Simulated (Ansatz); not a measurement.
# HoSb in the zincblende structure

The computed numbers are results of PBEsol, scalar-relativistic (collinear spin) in the plane-wave PAW code Ansatz at 420 eV, Γ-centred 8×8×8 mesh, 0.05 eV Gaussian smearing. The datasets are Ansatz's generated set soft_2.

```
Ho Sb
1.0
     0.00000    3.44551    3.44551
     3.44551    0.00000    3.44551
     3.44551    3.44551    0.00000
Ho Sb
1 1
Direct
  0.00000 0.00000 0.00000
  0.25000 0.25000 0.25000
```

The start was a prototype's sites filled with these elements. The Crystallography Open Database lists the compound in space group Fm-3m (rock salt), so this is a trial structure.

Magnetic state: ferromagnetic, site spin moments Ho 3.74; Sb 0.10 μB.

The cell is relaxed to zero pressure at this level.

Path: Γ–X–U | K–Γ–L–W–X, with Γ = (0.000, 0.000, 0.000), X = (-0.500, -0.500, 0.000), U = (-0.375, -0.375, 0.250), K = (-0.375, 0.000, 0.375), L = (0.000, 0.000, 0.500), W = (-0.500, -0.250, 0.250) in reciprocal vectors of the calculation's cell.

Problem. Is it a metal or an insulator, and if it has a gap, where are the band edges on this path?

Solution. An insulator with a gap of 0.25 eV on the path, the valence band topping at X and the conduction band bottoming at X; the smallest direct gap is 0.25 eV.

Bands as a text map, energy in eV from the Fermi level (dashes), each leg drawn with the same width, + spin up, o spin down, # both:
```
  5.57 |   #o            o+o+     o +     o+ oooo       
  5.14 |   ##         ooo#o#o     +  #oooo#oo++++oo     
  4.71 |   o+o    oooo##+++++      #o#####++#oo  ++oo   
  4.29 |   +#+oooo#+++++           o+        ++##oo###oo
  3.86 |  oooo++++#ooo   oo##     o+o ooo   ooooo####+++
  3.43 |oo#++#    +++###o++ooooooo#o#o+++##########++   
  3.00 |+##   oooooo#++++#####+++#++++####+++++++++ooooo
  2.57 |#++o  ++++++     o+++ ###        +#o       +++++
  2.14 |   +o           o+                 +oo          
  1.71 |    +#oooooo####+                   ++#####ooooo
  1.29 |      ++++++                               +++++
  0.86 |                                                
  0.43 |oooooooooooooooooooooooooooooooooooooooooooooooo
  0.00 |oooooo########ooooooooooooooooooooooooooooo#####
 -0.43 |o#####ooo####o#########oo#####################oo
 -0.86 |##ooooooooooo###oo##o#####oooooooo##ooooo##ooooo
 -1.29 |  ##            ++ o#     ##        +####       
 -1.71 |    #o      o######+        ##oooo####  ###o    
 -2.14 |     +######+                 ++++         +####
 -2.57 |++++++++++++++++++++++++++++++++++++++++++++++++
 -3.00 |                                                
 -3.43 |++++++++++++++++++++++++++++++++++++++++++++++++
 -3.86 |                                                
 -4.29 |                                                
 -4.71 |                                                
 -5.14 |                                                
 -5.57 |                                                
 -6.00 |                                                
        Γ      X      UK       Γ       L       W       X
```

Formal charges Ho³⁺, Sb³⁻ leave Ho³⁺ with an open 4f¹⁰ shell. A part-filled shell gives a gap only if something splits it: here exchange and the crystal field leave a filled sub-band, and the gap is 0.24 eV.

Semilocal functionals without a U place occupied f levels too high and empty ones too low, so gaps that touch them come out too small. These numbers lack spin–orbit coupling. The run wasn't fully tested for a lower electronic state. Site moments are of spin, integrated over atomic spheres. Spin–orbit coupling shifts the heavy anion's p levels by more than this gap and may close it. Only parallel moments were tried, so the real magnetic order may be another.

A lower state of the open shells can't be excluded, and forces and pressures are less sure for it.
